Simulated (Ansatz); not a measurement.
BRh:
```xyz
2
Lattice="2.6919 0.0000 0.0000 0.0000 2.6919 0.0000 0.0000 0.0000 2.6919" Properties=species:S:1:pos:R:3 pbc="T T T"
Rh     0.0000     0.0000     0.0000
B      1.3460     1.3460     1.3460
```

Relaxed with r²SCAN. Special points in fractions of this cell's reciprocal vectors: Γ (0.000, 0.000, 0.000); X (0.000, 0.500, 0.000); M (0.500, 0.500, 0.000); R (0.500, 0.500, 0.500).

Q: List the band energies nearest the Fermi level at these points for r²SCAN with spin–orbit coupling in the plane-wave PAW code Ansatz.

A: In eV from the Fermi level; about four levels below and three above (degenerate sets whole), none deeper than 8.9 eV; points with the same levels are listed once.

```json
[
 {"k": "Γ", "below": "-1.83 -1.83 -1.83 -1.83 -1.55 -1.55", "above": "2.14 2.14 2.32 2.32 2.32 2.32"},
 {"k": "X", "below": "-4.57 -4.57 -1.48 -1.48", "above": "0.64 0.64 7.40 7.40"},
 {"k": "M", "below": "-3.25 -3.25 -0.15 -0.15", "above": "3.45 3.45 4.58 4.58"},
 {"k": "R", "below": "-0.04 -0.04 -0.04 -0.04", "above": "5.97 5.97 6.08 6.08 6.08 6.08"}
]
```

Space group Pm-3m (CsCl type). A made-up cell: these elements were put on the sites of a structure type; neither database checked (COD, Materials Project) lists it. Whether it is the stable phase at ambient conditions was not checked. Symmetry was held in the r²SCAN relaxation. At this level the phase is mechanically unstable. The run is not spin-polarised.

Potentials: the earlier of the program's two PAW sets. The files were generated under PBE; for other functionals the program regenerates the frozen cores, and for LDA and PBEsol the local potential too.
